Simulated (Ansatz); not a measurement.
## SrTiO3: the gap against volume

SrTiO3, Pm-3m, a = 3.936 Å. The structure is a COD entry; whether it is the stable form wasn't checked. Ansatz: PBE, PAW, 420 eV, Γ-centred 8×8×8 mesh on 5 atoms, Gaussian smearing 0.02 eV; no spin polarisation. Symmetry fixes shape and atoms, so the cell is only scaled; x = ln(V/V0) with V0 = 12.199 Å³/atom. The gap is read at the mesh points alone.

| x | gap y (eV) |
| --- | --- |
| -0.1278 | 2.076 |
| -0.0943 | 2.018 |
| -0.0619 | 1.959 |
| -0.0305 | 1.900 |
| 0.0000 | 1.842 |
| 0.0296 | 1.783 |
| 0.0583 | 1.727 |
| 0.0953 | ? |

Q: Fit a straight line to the other rows, give the volume deformation potential of the gap and its pressure coefficient, and predict the missing gap. B0 = 170.2 GPa.

A: Means x = -0.03237, y = 1.9007; Σ(Δx)² = 0.02693, ΣΔxΔy = -0.05066; the slope is their ratio. y = 1.8398 − 1.8814 x. The slope is the deformation potential a = dE_g/d ln V = -1.88 eV, and dE_g/dP = −a/B0 = 11.1 meV/GPa. At x = 0.0953 the fit asked for gives 1.661 eV. The run gave 1.651 eV, so the fit is 0.010 eV too high, 2.4 % of the span of the series, against an rms of 0.003 eV on the fitted rows. The row lies outside the fitted range. With a term in x² added, a fit to the same known rows predicts 1.650 eV, so most of the miss is curvature that the known rows already hold.

Semilocal functionals give gaps under the measured ones; changes of the gap mostly carry over better.

Symmetry holds off the tilts and polar distortions that many cubic perovskites undergo.